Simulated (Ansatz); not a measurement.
Consider the following.

NbRu:
```
CELL_PARAMETERS angstrom
      3.13929     0.00000     0.00000
      0.00000     3.13929     0.00000
      0.00000     0.00000     3.13929
ATOMIC_POSITIONS crystal
  Ru 0.50000 0.50000 0.50000
  Nb 0.00000 0.00000 0.00000
```

This is the PBEsol-relaxed structure.

All from PBEsol (plane waves, PAW; program Ansatz), unless another level is named. Estimate the formation energy from the elements (no fitted shifts).

-0.15 eV/atom.

Predict the density of states at the Fermi level.

1.6 states/eV per atom (mean over ±0.08 eV).

Give the gap with spin–orbit coupling.

none (metallic).

Space group Pm-3m (CsCl type). The workflow started from an entry of the Crystallography Open Database (COD), which files this formula under 2 space groups. Whether it is the stable phase at ambient conditions was not checked. The PBEsol relaxation kept the symmetry of its start. At this level the phase is mechanically unstable. No spin polarisation was allowed. The references are the lowest solids computed at this level, not always the standard phases. Scalar-relativistic: spin–orbit coupling is off unless named, which matters more the heavier the elements.

Potentials: the later of the program's two PAW sets.
